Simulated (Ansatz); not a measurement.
GaP in space group I-4m2 (No. 119; Ga on 2c, P on 2a) under volume change, plane-wave PAW PBEsol (Ansatz code), shape and atoms relaxed at each volume.

| V (Å³/atom) | E − E(relaxed) (meV/atom) | P (GPa) |
|---|---|---|
| 14.563 | 43.7 | 10.63 |
| 15.043 | 18.3 | 6.45 |
| 15.523 | 4.3 | 2.96 |
| 16.003 | 0.0 | 0.00 |
| 16.483 | 3.8 | -2.44 |
| 16.963 | 14.4 | -4.56 |
| 17.444 | 30.6 | -6.21 |

What does a third-order Birch–Murnaghan fit give for V₀, B₀ and B′?

V₀ = 16.00 Å³/atom, B₀ = 89.4 GPa, B′ = 4.9.

The first step of the workflow began from a Materials Project structure, measured or hypothetical; the Crystallography Open Database copy checked does not list it. It is not the phase usual at ambient conditions (space group No. 216). The cell was relaxed with PBEsol under the symmetry of its start; whether a distortion lowers the energy is not shown. Scalar-relativistic: spin–orbit coupling is off unless named, which matters more the heavier the elements.

Potentials: the later of the program's two PAW sets.
